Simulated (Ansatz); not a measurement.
Electric field gradients in Ti8C5

Method: Ansatz, DFT LDA, scalar-relativistic, plane waves, PAW. Plane waves to 420 eV; Γ-centred k mesh 6×6×6; Fermi-Dirac smearing of 0.15 eV. No spin polarisation.

Equilibrium structure at this level:
```
CELL_PARAMETERS angstrom
3.01315 1.73964 4.87399
-3.01315 1.73964 4.87399
0.00000 -3.47929 4.87399
ATOMIC_POSITIONS crystal
Ti 0.24983 0.76268 0.24983
Ti 0.24983 0.24983 0.76268
Ti 0.76268 0.24983 0.24983
Ti 0.23732 0.75017 0.75017
Ti 0.75017 0.23732 0.75017
Ti 0.75017 0.75017 0.23732
Ti 0.24513 0.24513 0.24513
Ti 0.75487 0.75487 0.75487
C 0.00000 0.00000 0.50000
C 0.50000 0.00000 0.00000
C 0.00000 0.50000 0.00000
C 0.50000 0.50000 0.50000
C 0.00000 0.00000 0.00000
```

In a metal these results depend on the k mesh and the smearing.

**Question.** Give V_zz (10²¹ V/m²) and the asymmetry η at each distinct site.

**Answer.**
| atom | V_zz | η |
| --- | --- | --- |
| Ti (atom 1) | -4.71 | 0.20 |
| Ti (atom 7) | 0.835 | 0.00 |
| C (atom 9) | 0.343 | 0.25 |
| C (atom 12) | 0.744 | 0.00 |
| C (atom 13) | -0.451 | 0.00 |

Whether Ti8C5 exists in this form wasn't checked.

Cost: 1 run of about 0.89 core-minutes, on Intel Xeon Processor @ 2.50GHz (Skylake/Cascade Lake) (shared hosts).